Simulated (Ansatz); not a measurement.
HfO$_{2}$ (tetragonal-ZrO2 type, space group P4_2/nmc)

```
CELL_PARAMETERS angstrom
      3.57698     0.00000     0.00000
      0.00000     3.57698     0.00000
      0.00000     0.00000     5.20360
ATOMIC_POSITIONS crystal
  Hf 0.00000 0.00000 0.00000
  Hf 0.50000 0.50000 0.50000
  O  0.00000 0.50000 0.19607
  O  0.00000 0.50000 0.69607
  O  0.50000 0.00000 0.30393
  O  0.50000 0.00000 0.80393
```

The slice is a (010) plane (indices of the conventional cell) through the point (0.000, 0.000, 0.000) (fractional), spanned by u = [100] and v = [001] in vectors of this cell: u (3.58 Å) and v (5.20 Å, at 90° to u). It covers one period; positions are fractions (u, v).

Method: r2SCAN (plane waves to 500 eV, PAW, scalar-relativistic; Ansatz, a first-principles code). k mesh 9×9×7. These are valence fields of a PAW run, semicore shells included where kept as valence: close to a nucleus they are smooth pseudo fields. HfO2 is run without spin polarisation. HfO2 was relaxed with its symmetry unable to fall. Spin-orbit coupling is left out, though Hf is heavy. The PAW data are Ansatz's earlier set. This is a high-temperature form of HfO2.

### Question
Around which element is the density of the highest valence band (whole band, smooth part) largest on this plane?

### Answer
O. Mean over a disc round each atom, of radius 0.45 times the shortest bond: O 0.104, Hf 0.007 e/Å³.

### Question
Around which element is the density of the lowest conduction band (whole band as if filled, smooth part) largest on this plane?

### Answer
Hf. Mean over a disc round each atom, of radius 0.45 times the shortest bond: Hf 0.108, O 0.017 e/Å³.

### Question
What is the ELF at the density minimum of the shortest Hf–O line in this plane (2.06 Å)?

### Answer
0.3.

### Question
Predict the map of the density of the highest valence band (whole band, smooth part) on the slice.

### Answer
```tsv
v \ u	0.00	0.18	0.35	0.53	0.71	0.88
0.88	0.004	0.006	0.075	0.174	0.034	0.004
0.75	0.001	0.003	0.077	0.213	0.028	0.001
0.62	0.001	0.001	0.015	0.036	0.007	0.001
0.50	0.001	0.003	0.012	0.018	0.008	0.002
0.38	0.001	0.011	0.122	0.183	0.058	0.004
0.25	0.001	0.011	0.157	0.228	0.072	0.004
0.12	0.004	0.007	0.021	0.036	0.013	0.007
0.00	0.008	0.006	0.011	0.018	0.006	0.009
```

Values: density of the highest valence band (whole band, smooth part) in e/Å³.
